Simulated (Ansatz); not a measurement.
TiAl in space group Fd-3m (No. 227; Al on 8b, Ti on 8a), PBE (plane waves, PAW; program Ansatz), all energies at zero smearing, with the estimated change up to a 700 eV cutoff added, with one set of potentials and settings (totals compare only within such a set). Cell of 4 atoms (2 Al, 2 Ti): -6074.596 eV.

| element | reference phase | E (eV/atom) |
|---|---|---|
| Al | Fm-3m, 1 atoms in the cell | -537.5049 |
| Ti | P6/mmm, 3 atoms in the cell | -2499.6739 |

Formation energy per atom, worked out: (-6074.596 − 2×(-537.5049) − 2×(-2499.6739))/4 = -0.059 eV/atom (-6 kJ per mol of atoms), at 0 K, without zero-point energy or fitted corrections.

A made-up cell: these elements were put on the sites of a structure type; neither database checked (COD, Materials Project) lists it. It is not the phase usual at ambient conditions (space group No. 123). Symmetry was held in the PBE relaxation; its stability against distortions is not shown here. The run is not spin-polarised. The references are the lowest solids computed at this level, not always the standard phases.

Potentials: the later of the program's two PAW sets.
